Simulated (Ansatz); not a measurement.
The cell is Ga3BAs4 as one 8-atom ordering (Cm) on the zincblende lattice; cell and atoms were relaxed with r2SCAN. The symmetry is Cm (No. 8, monoclinic); a = 12.766 Å, b = 3.845 Å, c = 6.703 Å, β = 99.6° in the conventional setting, 20.28 Å³ an atom. B is surrounded by 4 As at 2.09–2.26 Å; Ga is surrounded by 4 As at 2.43–2.52 Å; Ga is surrounded by 4 As at 2.39–2.45 Å; As is surrounded by 2 B at 2.26 Å and 2 Ga at 2.45–2.52 Å; As is surrounded by 1 B at 2.12 Å and 3 Ga at 2.45–2.46 Å; As is surrounded by 1 B at 2.09 Å and 3 Ga at 2.41–2.42 Å; As is surrounded by 4 Ga at 2.39–2.43 Å.

```cif
data_structure
_symmetry_space_group_name_H-M 'Cm'
_symmetry_Int_Tables_number 8
_cell_length_a 12.7663
_cell_length_b 3.8453
_cell_length_c 6.7034
_cell_angle_alpha 90.000
_cell_angle_beta 99.587
_cell_angle_gamma 90.000
_cell_volume 324.48
loop_
_atom_site_label
_atom_site_type_symbol
_atom_site_symmetry_multiplicity
_atom_site_Wyckoff_symbol
_atom_site_fract_x
_atom_site_fract_y
_atom_site_fract_z
_atom_site_occupancy
B1 B 2 a 0.00118 0.00000 0.00508 1
Ga1 Ga 2 a 0.00071 0.50000 0.49877 1
Ga2 Ga 2 a 0.24622 0.50000 0.23784 1
Ga3 Ga 2 a 0.25347 0.00000 0.76255 1
As1 As 2 a 0.44751 0.00000 0.84390 1
As2 As 2 a 0.44036 0.50000 0.28122 1
As3 As 2 a 0.16686 0.00000 0.05659 1
As4 As 2 a 0.19370 0.50000 0.56406 1
```

The questions ask for values computed with the PAW code Ansatz on this geometry. No magnetic order. The prototype was imposed, so other structures may be more stable.

Given (8×8×4 mesh): With PBE the gap is 0.38 eV and direct, at Γ.

Problem. What does PBE+SOC give for the gap (8×8×4 mesh)?

Solution. PBE+SOC gives a direct gap of 0.33 eV at Γ. The gap differs by -0.05 eV from PBE's.

Problem. How does the gap change from PBE to r2SCAN (8×8×4)?

Solution. The r2SCAN gap is direct at Γ: 0.67 eV. The gap differs by +0.29 eV from PBE's.

Problem. Estimate the gap with HSE06 on 4×4×2.

Solution. The HSE06 gap is direct at Γ: 1.13 eV. The gap differs by +0.75 eV from PBE's.

Problem. What does PBE0 give for the gap (4×4×2 mesh)?

Solution. With PBE0 the gap is 1.79 eV and direct, at Γ. The gap differs by +1.41 eV from PBE's.

Problem. Roughly how does the cost of the PBE0 run (4×4×2) compare with r2SCAN's (8×8×4)?

Solution. About 4 times as much (13 core-minutes against 3 core-minutes, on 4 threads of Intel(R) Xeon(R) Platinum 8259CL CPU @ 2.50GHz (Skylake/Cascade Lake), on a shared host).

Only the levels marked +SOC include spin-orbit coupling.

The meshes of the hybrids are coarse, so their gaps aren't converged to the digits shown.
